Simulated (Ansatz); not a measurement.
BeAg (CsCl type, space group No. 221) at seven volumes, plane-wave PAW PBE (Ansatz code), scaled uniformly. One row is withheld.

| V (Å³/atom) | P (GPa) |
|---|---|
| 11.646 | 14.19 |
| 12.030 | 8.63 |
| 12.413 | 3.94 |
| 12.797 | -0.01 |
| 13.181 | ? |
| 13.565 | -6.14 |
| 13.949 | -8.50 |

Task: Fit the shown pressures and predict the withheld one.

Result: Third-order Birch–Murnaghan: P = (3/2)B₀(x^(7/2) − x^(5/2))[1 + (3/4)(B′ − 4)(x − 1)] with x = (V₀/V)^(2/3). Least squares on the six rows gives V₀ = 12.796 Å³/atom, B₀ = 120.7 GPa, B′ = 4.70. At V = 13.181, x = 0.9804 and P = -3.34 GPa. The run itself gave -3.34 GPa.

Space group Pm-3m (CsCl type). The start of the workflow was typed in or built on a structure type; neither database checked (COD, Materials Project) lists it. Its standing as an ambient phase is unchecked. Symmetry was held in the PBE relaxation; its stability against distortions is not shown here. No spin polarisation was allowed. Its formation energy is positive at this level, so the cell may be metastable or incomplete.

Potentials: the earlier of the program's two PAW sets.
